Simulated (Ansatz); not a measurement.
The relaxed structure here is a generated cell of GaN: the first start was made by placing the elements on the sites of a structure type, and the end was not matched to a known phase here, so it may be hypothetical. Known forms of GaN include space group No. 186, 216.

A relaxed structure of GaN. Space group Pccm (No. 49). Level of theory: PBE (plane waves to 420 eV, PAW, scalar-relativistic; Ansatz, an electronic-structure program).

```cif
data_Ga4N4
_chemical_formula_sum 'Ga4 N4'
_space_group_name_H-M_alt 'Pccm'
_space_group_IT_number 49
_space_group_name_Hall '-P 2 2c'
_cell_length_a 3.23743
_cell_length_b 5.27985
_cell_length_c 5.90599
_cell_angle_alpha 90.000
_cell_angle_beta 90.000
_cell_angle_gamma 90.000
loop_
_atom_site_label
_atom_site_type_symbol
_atom_site_symmetry_multiplicity
_atom_site_Wyckoff_symbol
_atom_site_fract_x
_atom_site_fract_y
_atom_site_fract_z
_atom_site_occupancy
Ga1 Ga 2 d 0.50000 0.00000 0.00000 1
Ga2 Ga 2 g 0.00000 0.50000 0.25000 1
N1 N 4 q 0.13082 0.73680 0.00000 1
```

For GaN, the volume per atom is 12.62 Å³ and the band gap is zero, with touching bands (no spin-orbit coupling). The shortest distances is Ga–N 1.83 Å; N–N 2.64 Å; Ga–Ga 2.95 Å and the k-mesh is 14×9×8.

Band energies at high-symmetry points (eV from the Fermi level; labels of this space group; no spin-orbit coupling), from −5 eV up to 5.0 eV:

```csv
point,energies
Γ,-3.97 -2.21 -1.90 -1.63 -0.97 -0.49 -0.48 -0.31 -0.24 -0.08 0.05 3.88 4.19
X,-3.42 -3.35 -3.27 -2.76 -2.52 -1.52 -0.72 2.10 3.44 3.50 4.83 4.91
S,-3.96 -3.72 -3.06 -2.37 -2.05 -1.63 -1.51 -1.26 1.19 2.59 3.14 3.52 4.35
Y,-4.44 -3.28 -1.48 -0.88 -0.81 -0.81 -0.73 -0.43 1.97 2.37 2.53 4.63
Z,-2.84 -2.84 -1.35 -1.35 -0.66 -0.66 -0.28 -0.28 1.70 1.70 3.18 3.18
U,-3.85 -3.85 -3.01 -3.01 -2.15 -2.15 -1.41 -1.41 2.11 2.11 3.52 3.52
R,-3.44 -3.44 -2.77 -2.77 -1.63 -1.63 -1.53 -1.53 1.53 1.53 2.58 2.58
T,-4.47 -4.47 -3.69 -3.69 -3.41 -3.41 -0.80 -0.80 -0.62 -0.62 3.16 3.16 4.20 4.20
```

No spin polarisation in the result.

The run could not lose the symmetry of its start, so the end can be a saddle point.

It was reached from a disturbed copy of a P4₂/mmc (No. 131) cell, against which it lies -0.10 eV/atom.
